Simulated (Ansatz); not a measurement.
HfB₂, DFT, PBEsol, all-electron LAPW, scalar-relativistic (Ansatz 0.2.0), run on 1 thread of Arm Neoverse V1 on a shared host.

The geometry is COD entry 1510711, unchecked; take it as a test cell. The listed cell was then made from it by scaling, straining or moving an atom.

Command: `ansatz run input.yaml --threads 1 --pin off --max-ram 4096MiB --backend cpu --events-out ev --progress --plain --runs-dir out`

```yaml
crystal:
  lattice:
    - [3.0975624645, 0.0, 0.0]
    - [-1.5487812323, 2.682567784, 0.0]
    - [0.0, 0.0, 3.4329672075]
  atoms:
    - { symbol: Hf, position: [0.0, 0.0, 0.0] }
    - { symbol: B, position: [0.3333333333, 0.6666666667, 0.5] }
    - { symbol: B, position: [0.6666666667, 0.3333333333, 0.5] }
kpoints:
  mp_grid: { grid: [15, 15, 12] }
  band_path:
    path:
      - [0.0, 0.0, 0.0]
      - [0.5, 0.0, 0.0]
      - [0.3333333333, 0.3333333333, 0.0]
      - [0.0, 0.0, 0.0]
      - [0.0, 0.0, 0.5]
      - [0.5, 0.0, 0.5]
      - [0.3333333333, 0.3333333333, 0.5]
      - [0.0, 0.0, 0.5]
      - [0.5, 0.0, 0.5]
    npoints: 5
scf:
  occupations: { method: fermi_dirac, width: 0.03 }
hamiltonian:
  xc: pbesol
  pseudopotentials: { kind: all_electron, lapw: { basis_error: 0.001 } }
output:
  forces: true
  stress: true
  eigenvalues: true
```

How large is the problem that the program sets up?

189 irreducible k-points, 339 plane waves at Γ, 32 bands.

Estimate the wall time and the peak memory.

59 s of wall time for 9 SCF iterations, with a peak of 0.68 GiB. Times on shared machines scatter by tens of per cent.
